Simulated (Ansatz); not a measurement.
## Mg2CdSe3: vibrational free energy, entropy and heat capacity

Method: Ansatz, DFT PBE, scalar-relativistic, plane waves, PAW. Settings: 420 eV plane-wave cutoff, Γ-centred 6×6×4 mesh, fixed occupations. No spin polarisation. Phonons by linear response, acoustic sum rule imposed.

Relaxed structure:
```xyz
6
Lattice="4.2910 0.0000 0.0000 -2.1455 3.7161 0.0000 0.0000 0.0000 10.4817" Properties=species:S:1:pos:R:3 pbc="T T T"
Mg    2.1455    1.2387    3.5136
Mg    0.0000    2.4774    6.9391
Cd    0.0000    0.0000    0.0235
Se    0.0000    0.0000    2.7007
Se    2.1455    1.2387    6.1133
Se    0.0000    2.4774    9.5343
```

It was reached by relaxing an invented guess, and it needn't be the stable form of this composition. The q mesh is coarse, so values between its points are rough. Modes under 40 cm⁻¹ are poorly fixed.

Force constants from linear response on a 2×2×1 q mesh, interpolated to a fine mesh.

Problem. What is the zero-point energy per atom?

Solution. 29.6 meV.

Problem. How large are the vibrational entropy and heat capacity at 300 K?

Solution. S = 4.48 k_B and C_V = 2.82 k_B per atom, 94 % of the Dulong–Petit value.

Problem. Tabulate them against temperature.

Solution.
```
T (K)  F_vib (meV/atom)  S (k_B/atom)  C_V (k_B/atom)
  100              23.1          1.76            1.95
  200               0.5          3.37            2.63
  300             -33.6          4.48            2.82
  400             -75.9          5.31            2.90
  500            -124.6          5.96            2.93
  600            -178.3          6.50            2.95
  700            -236.3          6.95            2.97
  800            -297.9          7.35            2.97
  900            -362.8          7.70            2.98
 1000            -430.5          8.01            2.98
```
